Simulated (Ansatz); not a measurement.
Na2Au:
```
Na2Au
1.0
   -3.64440     3.64440     2.80988
    3.64440    -3.64440     2.80988
    3.64440     3.64440    -2.80988
Na Au
4 2
Cartesian
  2.37544   1.26895   0.00000
  1.26895   2.37544   2.80988
  2.37544  -1.26895   2.80988
  1.26895   4.91335   0.00000
  0.00000   0.00000   4.21482
  0.00000   0.00000   1.40494
```

This is the r²SCAN-relaxed structure.

Question: All from r²SCAN (plane waves, PAW; program Ansatz), unless another level is named. Give the density of states at the Fermi level.

Answer: 0.30 states/eV per atom (mean over ±0.08 eV).

Question: Predict the formation energy from the elements (no fitted shifts).

Answer: -28 kJ/mol-atom.

Space group I4/mcm. The first step of the workflow began from a Materials Project structure, measured or hypothetical; the Crystallography Open Database files this formula in space group No. 140, but the cells were not matched. Its standing as an ambient phase is unchecked. Symmetry was held in the r²SCAN relaxation; its stability against distortions is not shown here. The references are the lowest solids computed at this level, not always the standard phases. Scalar-relativistic: spin–orbit coupling is off unless named, which matters more the heavier the elements.

Potentials: the later of the program's two PAW sets.
